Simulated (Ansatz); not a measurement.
Relaxed W (bcc, W type):

```
W
1.0
   -3.18352     3.18352     3.18352
    1.59176    -1.59176     1.59176
    1.59176     1.59176    -1.59176
W
2
Direct
  0.00000   0.00000   0.00000
  0.50000   0.00000   0.00000
```

The atoms are displaced by Q × the pattern below (from a DFPT mode at N = (0.5, 0.0, 0.0), largest move 1; Q in Å), at fixed cell. (q is in reciprocal vectors of the primitive cell; the cell shown is doubled to hold the pattern.)

| atom | x | y | z |
|---|---|---|---|
| W1 | 1.000 | 0.000 | 0.000 |
| W2 | -1.000 | 0.000 | 0.000 |

These are PBE (plane waves to 420 eV, PAW, scalar-relativistic; Ansatz, an electronic-structure program) values and carry that method's errors. k mesh 10×20×20 (Γ-centred), Fermi-Dirac smearing 0.05 eV. E stands for the smeared free energy. With partly filled bands, energies and forces of such displacements shift with the k mesh and the smearing. Spin-orbit coupling is left out, though W is heavy. W is run without spin polarisation. W was relaxed with its symmetry unable to fall. ΔE is measured from the undisplaced structure. The last digit holds for this mesh only.

| Q (Å) | ΔE (meV/cell) |
|---|---|
| -0.180 | 431.2 |
| -0.150 | 291.6 |
| -0.120 | withheld |
| -0.090 | 98.4 |
| -0.060 | 42.8 |
| -0.030 | 10.7 |
| 0.000 | 0.0 |
| 0.030 | 10.7 |
| 0.060 | 42.8 |
| 0.090 | 98.4 |
| 0.120 | withheld |
| 0.150 | 291.6 |
| 0.180 | 431.2 |

Task: Fit an even polynomial form (powers 2, 4, 6) to the given rows and predict ΔE at Q = 0.120.

Result: Least squares on the 11 given rows: ΔE = (11570)·Q² + (79740)·Q⁴ + (-807700)·Q⁶, in meV/cell with Q in Å; root-mean-square residual 0.14 meV/cell. At 0.120 the fit gives 180.7 meV/cell; the calculation gives 180.9 meV/cell, so the interpolation is off by -0.2 (-0.1 %). The quadratic term alone would give 166.6 meV/cell.

(For displaced atoms, the force is minus the slope of the energy, and its curvature is a force constant, which sets phonon frequencies.)
